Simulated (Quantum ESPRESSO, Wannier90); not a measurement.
## Sn$_{2}$SeS (Pmc2₁): Wannier90 run

```xyz
8
Lattice="4.0385 0.0000 0.0000 0.0000 4.6518 0.0000 0.0000 0.0000 11.4896" Properties=species:S:1:pos:R:3 pbc="T T T"
Sn     0.0000     0.4902    -4.3955
Sn     0.0000    -0.4902     1.3493
Sn     2.0192     1.6680     4.3324
Sn     2.0192    -1.6680    -1.4124
Se     0.0000    -1.1314     4.0530
Se     0.0000     1.1314    -1.6918
S      2.0192    -1.1884    -3.9899
S      2.0192     1.1884     1.7549
```

Materials Project entry mp-1218960; symmetrised, unrelaxed at this level. Not found in the COD (Crystallography Open Database) copy used; not checked further. Level: PBEsol, no spin polarisation, no spin-orbit coupling; pw.x of Quantum ESPRESSO at 69 Ry with PseudoDojo potentials, 4×4×4 k-points, Wannier90. Density: 8×8×4 mesh, Gaussian smearing 0.01 Ry. The cell is built of weakly bound layers, chains or molecules, whose nearest atoms lie 3.45 Å apart. Database cells relaxed without dispersion often hold them too far apart, which can enlarge gaps and weakens couplings between them; spacing and stacking were not compared with the measured crystal. Spin-orbit coupling is left out although heavy elements are present.

Energies are relative to the valence-band maximum.

**Bands.** A Kohn-Sham gap of 0.67 eV opens above band 50. 4 filled groups are cut off by gaps; the highest, bands 35–50, spans -7.92 to 0.00 eV and is S 3p 28 %, Se 4p 28 %, Sn 5s 21 %.

**Valence functions.** The best of several starts gives 20 functions with Ω_total = 45.26 Å², 89 % of it gauge-invariant: 6 of 1.92 Å² at 0.76 Å from S; 2 of 1.87 Å² at 0.48 Å from S; 4 of 2.23 Å² at 0.79 Å from Se; 2 of 2.27 Å² at 0.53 Å from Se; and further kinds.

**Model.** 32 functions (Sn sp, Se sp, S sp) from bands 31-78, frozen to 2.16 eV, reach Ω_I = 45.20 Å² and follow pw.x to 8.4 meV rms (states up to 1.7 eV relative to the valence-band maximum).

**Outer window.** The setting "only the lowest 40 of the kept bands" raises Ω_I to 48.66 Å², as fewer states are left to mix in, and the misfit goes to 8.9 meV.

**Stops.** With the outer window to 5.32 eV the program stops (Energy window contains fewer states than number of target WFs).
